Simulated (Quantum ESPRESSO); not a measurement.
Field gradients of CsRb₃Br₄ from the PAW reconstruction of the field gradient on a scalar-relativistic PBE ground state (a modified build of Quantum ESPRESSO, JTH datasets), 20 Ha, k-mesh 4×4×4 through Γ:

```yaml
crystal:
  lattice:
    - [7.17386, 0.00000, 0.00000]
    - [0.00000, 7.17386, 0.00000]
    - [0.00000, 0.00000, 7.17386]
  atoms:
    - { symbol: Cs, position: [0.00000, 0.00000, 0.00000] }
    - { symbol: Br, position: [0.50000, 0.00000, 0.00000] }
    - { symbol: Rb, position: [0.00000, 0.50000, 0.50000] }
    - { symbol: Br, position: [0.50000, 0.50000, 0.50000] }
    - { symbol: Rb, position: [0.50000, 0.00000, 0.50000] }
    - { symbol: Br, position: [0.00000, 0.00000, 0.50000] }
    - { symbol: Rb, position: [0.50000, 0.50000, 0.00000] }
    - { symbol: Br, position: [0.00000, 0.50000, 0.00000] }
```
The cell was made here from a computed Materials Project entry: one of 4 Rb replaced by Cs, cell and atoms relaxed (PBE without dispersion, pw.x of Quantum ESPRESSO, symmetry kept). The parent is RbBr in Fm-3m; whether this form has been observed was not checked. The swapped cell is a model, not a known phase. Stability against distortions was not tested.

Vzz is the sum of three terms, each taken along its main axis: the smooth valence density, the ions (nucleus and frozen core) with the augmentation charges of all other spheres, and the all-electron minus smooth density in the atom's own sphere. The split hangs on the datasets.  Cores are frozen. Against all-electron runs on small test molecules, this scheme's |Vzz| missed by −5 % on Br.

```csv
site,smooth valence density,ions and other spheres,own sphere,Vzz (a.u.)
"Br1 (atoms 2, 6, 8)",0.008,-0.014,[?],[?]
```

### Question
Fill in the missing entries.

### Answer

- Br1 (atoms 2, 6, 8), own sphere: -0.252
- Br1 (atoms 2, 6, 8), Vzz (a.u.): -0.258
